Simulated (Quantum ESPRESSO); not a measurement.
Empty bands for a GW run on CsGeCl$_{3}$ (space group R3m, No. 160): 294 bands on a 2×2×2 mesh, PBEsol, PseudoDojo standard norm-conserving files, scalar-relativistic, Quantum ESPRESSO. The input, in which only the diagonalization keyword changes:

```
&CONTROL
  calculation = 'nscf'
  pseudo_dir = './pseudo'
  outdir = './out'
/
&SYSTEM
  ibrav = 0
  nat = 5
  ntyp = 3
  ecutwfc = 78.0
  ecutrho = 312.0
  occupations = 'fixed'
  force_symmorphic = .true.
  nbnd = 294
/
&ELECTRONS
  conv_thr = 5e-09
  diago_full_acc = .true.
  diago_thr_init = 1e-08
  diagonalization = 'david'
/
ATOMIC_SPECIES
Cl 35.4500 Cl.upf
Ge 72.6300 Ge.upf
Cs 132.9055 Cs.upf
CELL_PARAMETERS angstrom
  3.846814994000   2.220959672000   3.178300000000
 -3.846814994000   2.220959672000   3.178300000000
  0.000000000000  -4.441919345000   3.178300000000
ATOMIC_POSITIONS crystal
Cl   0.496705000000   0.496705000000   0.948640000000
Cl   0.948640000000   0.496705000000   0.496705000000
Cl   0.496705000000   0.948640000000   0.496705000000
Ge   0.515530000000   0.515530000000   0.515530000000
Cs   0.998400000000   0.998400000000   0.998400000000
K_POINTS automatic
2 2 2 0 0 0
```

```
diagonalization  mean iterations per k point              rough time  largest change of an eigenvalue (eV)
---------------  ---------------------------  ----------------------  ------------------------------------
david                                     21                       1                                     –
cg                                        54                about 6×                                 1e-05
paro                                      20  within a factor of two                                 9e-08
```

An iteration means different work in each solver, so the counts don't rank them. Times are rough ratios from shared machines.

Spin-orbit coupling is not included.

Geometry of the Materials Project entry, not relaxed at this level.
